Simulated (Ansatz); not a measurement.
The relaxed structure here is a generated cell of P: the first start was made by placing the elements on the sites of a structure type, and the end was not matched to a known phase here, so it may be hypothetical. Known forms of P include space group No. 64.

A relaxed cell of P (P6₃/mmc (No. 194)), relaxed on a k-mesh at least as fine as the one used below. Method: r2SCAN (plane waves to 500 eV, PAW, scalar-relativistic; Ansatz, a program for electronic structure). Γ-centred k-mesh 7×4×5 on the run's cell (coarser than for final values), Fermi–Dirac smearing 0.05 eV.

```
P
1.0
    3.96443     0.00000     0.00000
   -3.96443     6.86659     0.00000
    0.00000     0.00000     4.91661
P
8
Cartesian
  0.00000   0.00000   1.22915
 -1.98221   3.43330   1.22915
  0.00000   0.00000   3.68746
 -1.98221   3.43330   3.68746
  0.00000   2.28886   1.22915
 -1.98221   5.72216   1.22915
  1.98221   1.14443   3.68746
  0.00000   4.57773   3.68746
```

The atoms are displaced by (Å):

| atom | ux | uy | uz |
|---|---|---|---|
| P1 | -0.042 | 0.084 | 0.069 |
| P2 | -0.032 | 0.062 | -0.012 |
| P3 | 0.100 | -0.004 | 0.218 |
| P4 | 0.056 | 0.002 | 0.073 |
| P5 | 0.085 | -0.064 | -0.008 |
| P6 | 0.022 | 0.023 | 0.066 |
| P7 | 0.092 | 0.027 | -0.064 |
| P8 | -0.078 | 0.114 | -0.035 |

### Question
What forces (eV/Å) and pressure result?

### Answer
| atom | Fx | Fy | Fz |
|---|---|---|---|
| P1 | 0.52 | -0.81 | -0.02 |
| P2 | 0.38 | -0.32 | 0.09 |
| P3 | -0.26 | 0.47 | -0.05 |
| P4 | -0.42 | 0.14 | 0.05 |
| P5 | -0.50 | 1.12 | 0.29 |
| P6 | -0.18 | 0.18 | 0.38 |
| P7 | -0.06 | -0.18 | -0.29 |
| P8 | 0.51 | -0.61 | -0.45 |

Pressure +1.2 GPa.

The undisplaced cell is probably no minimum: from this displacement the run went on to P2/m (No. 10), 0.58 eV/atom below it.

No spin polarisation in the result.
